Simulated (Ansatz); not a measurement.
Li:
```
Li
1.0
   -1.73860     1.73860     1.73860
    1.73860    -1.73860     1.73860
    1.73860     1.73860    -1.73860
Li
1
Cartesian
  0.00000   0.00000   0.00000
```

Relaxed with r²SCAN.

Problem. List the phonon frequencies at the special points (DFPT on a 5×5×5 q-mesh, Fourier-interpolated; DFT-r²SCAN in the program Ansatz with PAW potentials).

Solution. In cm⁻¹.

```
q  frequencies
-  -----------
Γ        0 0 0
H  331 331 331
N   65 189 326
P  267 267 267
```

Space group Im-3m (bcc (W type)). The cell was relaxed with r²SCAN under the symmetry of its start; phonons on a q-mesh show no instability. As this level gives no gap, phonon frequencies hold no LO–TO term and depend on the k-mesh and smearing (Fermi–Dirac, 0.1 eV here).

Potentials: the later of the program's two PAW sets.
